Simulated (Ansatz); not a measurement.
Relaxed BP (zinc blende):

```
BP
1.0
    0.00000     4.54829     4.54829
    2.27414     0.00000     2.27414
    2.27414     2.27414     0.00000
P B
2 2
Direct
  0.37500   0.75000   0.75000
  0.87500   0.75000   0.75000
  0.00000   0.00000   0.00000
  0.50000   0.00000   0.00000
```

A phonon eigenvector at L = (0.5, 0.0, 0.0) is frozen into this cell: atom i moves by Q times the vector below, so Q is the largest atomic displacement, in Å. The cell is held. (q is in reciprocal vectors of the primitive cell; the cell shown is doubled to hold the pattern.)

| atom | x | y | z |
|---|---|---|---|
| P1 | -0.577 | 0.577 | 0.577 |
| P2 | 0.577 | -0.577 | -0.577 |
| B3 | 0.065 | -0.065 | -0.065 |
| B4 | -0.065 | 0.065 | 0.065 |

Calculation: PBE (plane waves to 420 eV, PAW, scalar-relativistic; Ansatz, a program for electronic structure). k mesh 6×12×12 (Γ-centred), Fermi-Dirac smearing 0.05 eV. BP was relaxed with its symmetry unable to fall. The PAW data are Ansatz's earlier set.

At one point of the scan the forces (eV/Å) are:

```json
[
 {"atom": "P1", "Fx": "1.040", "Fy": "-1.040", "Fz": "-1.040"},
 {"atom": "P2", "Fx": "-1.215", "Fy": "1.215", "Fz": "1.215"},
 {"atom": "B3", "Fx": "0.033", "Fy": "-0.033", "Fz": "-0.033"},
 {"atom": "B4", "Fx": "0.142", "Fy": "-0.142", "Fz": "-0.142"}
]
```

**Question.** Which point is it?
A) Q = 0.017 Å
B) Q = 0.033 Å
C) Q = 0.067 Å
D) Q = 0.083 Å

**Answer.** C, Q = 0.067 Å

(A displaced cell: forces are minus the slopes of the energy, force constants its curvatures, and phonons follow from these.)
